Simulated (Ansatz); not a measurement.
Ansatz (an electronic-structure program) input:

Ansatz 0.2 input:
```yaml
crystal:
  lattice:
    - [0.0, 2.5671106569, 2.5671106569]
    - [2.5671106569, 0.0, 2.5671106569]
    - [2.5671106569, 2.5671106569, 0.0]
  atoms:
    - { symbol: Ru, position: [0.0, 0.0, 0.0] }
    - { symbol: Nb, position: [0.5, 0.5, 0.5] }
kpoints:
  mp_grid: { grid: [14, 14, 14] }
hamiltonian:
  xc: pbesol
  pseudopotentials: { kind: paw }
scf:
  occupations: { method: fermi_dirac, width: 0.1 }
phonons:
  method: dfpt
  response_accuracy: low
  eigenvectors: true
  rigid_motions: translations
```

Output (shortened):

```
Pseudopotential: Ru, paw, valence charge 16
Pseudopotential: Nb, paw, valence charge 13
Functional definition: PBEsol
Crystal: 2 atoms, lattice volume = 33.835 Å³
Basis set: ecut = 420 eV, 645 PW (Γ), exchange–correlation on 50×50×50 points (8 copies of the dense FFT grid, shifted against one another)
Bands: 19, of which v1, the nominal top of the filled ones, is band 15 counted from 1 (14 counted from 0)
Symmetry: 48 space group operations
k-points: 244 of 2744 (irreducible under 8 space group operations, time reversal used)
SCF iter   1: F=—  HF=-10311.140687 eV  |F-HF|=—  |Δ(HF+E_count)|=         —  Δρ=1.54e-2  dr2=1.14e-1  ethr=1.77e-3  ⟨swp⟩=5.1  Hψ=20373  notcnv=0
preconditioner: auto → Kerker (q_TF=auto, 2.659 Å⁻¹)
SCF iter   2: F=—  HF=-10311.127862 eV  |F-HF|=—  |Δ(HF+E_count)|=   1.28e-2  Δρ=7.11e-3  dr2=2.62e-2  ethr=3.94e-4  ⟨swp⟩=1.0  Hψ=6599  notcnv=0
SCF iter   3: F=—  HF=-10311.124533 eV  |F-HF|=—  |Δ(HF+E_count)|=   3.33e-3  Δρ=9.39e-4  dr2=3.47e-4  ethr=9.03e-5  ⟨swp⟩=1.8  Hψ=5658  notcnv=0
SCF iter   4: F=—  HF=-10311.124486 eV  |F-HF|=—  |Δ(HF+E_count)|=   4.72e-5  Δρ=1.74e-4  dr2=3.96e-6  ethr=1.20e-6  ⟨swp⟩=2.2  Hψ=7175  notcnv=0
SCF iter   5: F=—  HF=-10311.124486 eV  |F-HF|=—  |Δ(HF+E_count)|=   5.26e-7  Δρ=6.82e-5  dr2=1.84e-6  ethr=1.37e-8  ⟨swp⟩=2.0  Hψ=8159  notcnv=0
SCF iter   6: F=—  HF=-10311.124486 eV  |F-HF|=—  |Δ(HF+E_count)|=   5.53e-7  Δρ=2.29e-5  dr2=1.98e-7  ethr=6.35e-9  ⟨swp⟩=1.0  Hψ=4627  notcnv=0
SCF iter   7: F=—  HF=-10311.124486 eV  |F-HF|=—  |Δ(HF+E_count)|=   1.91e-8  Δρ=5.55e-6  dr2=1.51e-8  ethr=6.83e-10  ⟨swp⟩=1.0  Hψ=4627  notcnv=0
SCF iter   8: F=—  HF=-10311.124486 eV  |F-HF|=—  |Δ(HF+E_count)|=   1.27e-9  Δρ=7.47e-7  dr2=2.08e-10  ethr=5.20e-11  ⟨swp⟩=1.2  Hψ=4719  notcnv=0
SCF iter   9: F=-10311.124486 eV  HF=-10311.124486 eV  |F-HF|=1.82e-12  |Δ(HF+E_count)|=  1.82e-12  Δρ=8.18e-8  dr2=1.77e-12  ethr=1.00e-12  ⟨swp⟩=4.3  Hψ=22638  notcnv=0
SCF 1 converged in 9 iterations: F = -10311.124486 eV  dr2 = 1.77e-12
DFPT response loops at Γ: preconditioner auto → Kerker (q_TF=auto, 2.659 Å⁻¹) (partly filled bands, converged f_vac=0.000) …
SCF converged after 9 iterations
Free energy (F): -10311.124486 eV
Harris-Foulkes:  -10311.124486 eV  (|F-HF|=1.82e-12)
Internal energy: -10311.080666 eV  (E = F + TS)
E sigma→0 (E₀):  -10311.102576 eV
Entropy (-TS):   -0.043820 eV (-21.910 meV/atom)
Fermi energy:    18.791098 eV
--- Per-component energies (eV) ---
  E_band       = -186.202830
  E_kinetic    = 913.810111
  E_local      = -2303.234935  (includes V_loc(G=0)·N_el)
  E_nonlocal   = 469.490708
  E_hartree    = 759.633589
  E_xc         = -364.085722
  E_vxc        = -451.368253  (∫ρ·V_xc dr)
  E_paw        = -6418.909775  (= ΣΔE_a)
  E_vpaw       = -334.167472  (= ΣTr[D̂ρ^β])
  E_aug_tail   = -0.000179  (compensation charges beyond the density's cutoff)
  E_ewald      = -3368.226468
  E_core_change = 0.442005  (= ΣΔE_core)
  E_smearing   = -0.043820  (= −TS)
  E_closure    = 0.000000  (closes the sum)
  Σ components = -10311.124486   (vs F -10311.124486, Δ=0.00e0)
  [band-id]    e_kinetic+e_local+e_nonlocal+2·e_hartree+e_vxc+e_vpaw+e_augmentation_tail = -186.202842   (vs E_band -186.202830, Δ=-1.19e-5)
--- Band table (eV; the first three rows and the last of 244) ---
  k-point 0: bands = ["-53.3742", "-36.2959", "-23.4783", "-23.4783", "-23.4783", "-12.3177", "-12.3177", "-12.3177", "12.1080", "14.2717", "14.2717", "14.7068", "14.7068", "14.7068", "22.3106", "22.3106", "22.3106", "24.7890", "24.7890"]
  k-point 1: bands = ["-53.3739", "-36.2959", "-23.4786", "-23.4782", "-23.4782", "-12.3287", "-12.3222", "-12.3222", "12.2311", "14.3502", "14.3502", "14.7087", "14.7814", "14.7814", "22.1663", "22.2223", "22.2223", "24.4706", "24.4706"]
  k-point 2: bands = ["-53.3733", "-36.2960", "-23.4793", "-23.4780", "-23.4780", "-12.3594", "-12.3347", "-12.3347", "12.5909", "14.5830", "14.5830", "14.7237", "15.0019", "15.0019", "21.7720", "21.9517", "21.9517", "23.6866", "23.6866"]
  k-point 243: bands = ["-53.3685", "-36.2858", "-23.5292", "-23.5207", "-23.4780", "-12.4356", "-12.4047", "-12.3894", "14.4485", "15.3485", "15.4414", "15.7000", "17.4009", "18.1573", "19.4170", "20.3755", "20.7979", "21.0366", "22.7403"]
--- Phonons (Γ-DFPT): 2 representative perturbations + reference, on 244 of 2744 k-points (Σ response iterations 6) ---
  ASR residual: 7.466e-4 → 0.000e0 eV/Å²; symmetrization residual: 2.563e-5 eV/Å²
  ASR residual per site (eV/Å²): 7.47e-4 5.75e-4
  Γ frequencies (cm⁻¹): 0.00 0.00 0.00 188.67 188.67 188.67
  non-analytic LO–TO correction: not included (Born effective charges unavailable; polar crystals: no LO–TO splitting at Γ)
```

Cost: around 50 core-seconds (rough) on shared cores.

Space group Fm-3m (rock salt). The start of the workflow was typed in or built on a structure type; neither database checked (COD, Materials Project) lists it. COD files the formula under space group No. 123, 221. Its standing as an ambient phase is unchecked. Symmetry was held in the PBEsol relaxation. At this level the phase is mechanically unstable. The run is not spin-polarised. Its formation energy is positive at this level, so the cell may be metastable or incomplete. As this level gives no gap, phonon frequencies hold no LO–TO term and depend on the k-mesh and smearing (Fermi–Dirac, 0.1 eV here). Spin–orbit coupling is left out wherever it is not named.

Potentials: the later of the program's two PAW sets.

Ansatz is a plane-wave DFT program.
